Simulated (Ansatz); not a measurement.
Question: Sn (β-Sn type, I4_1/amd) is relaxed with DFT-LDA in the program Ansatz with PAW potentials. What lattice parameters of the conventional cell result?

Answer: a = 5.806 Å, c = 3.106 Å.

The LDA relaxation kept the symmetry of its start. Axis ratios of metals converge slowly with the k-mesh, so a and c are less sure than the volume. Spin–orbit coupling is left out wherever it is not named.

Potentials: the earlier of the program's two PAW sets.
